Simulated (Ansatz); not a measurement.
The start is a generated cell, Pd built in the AFLOW prototype A_oC8_64_f (A14, as in I). The structure is fully relaxed (lattice and positions, P = 0) with PBE (plane waves to 420 eV, PAW, scalar-relativistic; Ansatz, a quantum-chemistry and plane-wave program). First-step values are on the input's coarse k-mesh.

Ansatz input (later rounds restart from its end on a renewed k-mesh):
Ansatz 0.2 input:
```yaml
crystal:
  lattice:
    - [2.5375061, -1.6609885, 0]
    - [2.5375061, 1.6609885, 0]
    - [0, 0, 6.9830553]
  atoms:
    - { symbol: Pd, position: [0.84515, 0.15485, 0.1175] }
    - { symbol: Pd, position: [0.15485, 0.84515, 0.8825] }
    - { symbol: Pd, position: [0.34515, 0.65485, 0.3825] }
    - { symbol: Pd, position: [0.65485, 0.34515, 0.6175] }
basis: { ecutwfc: 420, ecutrho_ratio: 4, xc_grid: 2, fft_grid_basis: typed }
kpoints: { mp_grid: { grid: [12, 12, 5] } }
hamiltonian:
  xc: pbe
  dispersion: none
  pseudopotentials: { azcp: { folder: ./paw }, kind: paw }
scf: { occupations: { method: fermi_dirac, width: 0.05 } }
relax: { f_tol: 0.01, max_steps: 100, cell: { stress_tol: 0.02 } }
output: { forces: true, stress: true }
```

Problem. What symmetry does the relaxed structure have?

Solution. The space group goes from Cmce (No. 64) to Fm-3m (No. 225); the end is fcc (Cu type), with 1 atom in the primitive cell.

Problem. How much energy is released per atom?

Solution. About 2.1 eV/atom.

Problem. How does the volume per atom move from start to end?

Solution. +4.1 %, from 14.72 to 15.32 Å³/atom.

Problem. Write out the relaxed structure.

Solution. 
```cif
data_Pd4
_chemical_formula_sum 'Pd4'
_space_group_name_H-M_alt 'Fm-3m'
_space_group_IT_number 225
_space_group_name_Hall '-F 4 2 3'
_cell_length_a 3.94251
_cell_length_b 3.94251
_cell_length_c 3.94251
_cell_angle_alpha 90.000
_cell_angle_beta 90.000
_cell_angle_gamma 90.000
loop_
_atom_site_label
_atom_site_type_symbol
_atom_site_symmetry_multiplicity
_atom_site_Wyckoff_symbol
_atom_site_fract_x
_atom_site_fract_y
_atom_site_fract_z
_atom_site_occupancy
Pd1 Pd 4 b 0.50000 0.50000 0.50000 1
```
(The calculation used a cell of 1 atom; values per cell refer to that cell.)

Final values are on a 20×20×20 k-mesh of the relaxed cell. The start holds a very short contact (Pd–Pd 1.94 Å). No spin polarisation in the result. A magnetic state may lie lower.

The run could not lose the symmetry of its start; a randomly shaken copy of 2 atoms returns to this structure.
